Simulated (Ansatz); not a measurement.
A geometry of Ti3Al away from equilibrium: step 5 of the relaxation of a randomly generated symmetric cell of Ti3Al (space group No. 108). Computed with PBE (plane waves to 420 eV, PAW, scalar-relativistic; Ansatz, a quantum-chemistry and plane-wave program). Γ-centred k-mesh 7×7×7 on the run's cell (coarser than for final values), Fermi–Dirac smearing 0.05 eV. The plane waves were selected for a different cell earlier on the path.

```yaml
crystal:
  lattice:
    - [-3.31582, 3.31582, 3.01292]
    - [3.31582, -3.31582, 3.01292]
    - [3.31582, 3.31582, -3.01292]
  atoms:
    - { symbol: Al, position: [0.16132, 0.16132, 0.00000] }
    - { symbol: Al, position: [0.66132, 0.66132, 0.00000] }
    - { symbol: Ti, position: [0.11475, 0.61475, 0.50000] }
    - { symbol: Ti, position: [0.61475, 0.11475, 0.50000] }
    - { symbol: Ti, position: [0.66578, 0.16578, 0.01407] }
    - { symbol: Ti, position: [0.15171, 0.65171, 0.98593] }
    - { symbol: Ti, position: [0.16578, 0.15171, 0.50000] }
    - { symbol: Ti, position: [0.65171, 0.66578, 0.50000] }
```

**Question.** What forces act on the atoms (eV/Å)?

**Answer.** 
| atom | Fx | Fy | Fz |
|---|---|---|---|
| Al1 | 0.00 | 0.00 | -0.40 |
| Al2 | 0.00 | 0.00 | -0.40 |
| Ti3 | 0.00 | 0.00 | 1.19 |
| Ti4 | 0.00 | 0.00 | 1.19 |
| Ti5 | -0.39 | -0.39 | -0.40 |
| Ti6 | 0.39 | 0.39 | -0.40 |
| Ti7 | 0.39 | -0.39 | -0.40 |
| Ti8 | -0.39 | 0.39 | -0.40 |

The path ends in P4/mmm (No. 123). No spin polarisation in the result.

The run could not lose the symmetry of its start, so the end can be a saddle point.

The end of the path is a generated cell of Ti3Al: the first start was made by a random draw of sites in a space group, and the end was not matched to a known phase here, so it may be hypothetical. Known forms of Ti3Al include space group No. 194.
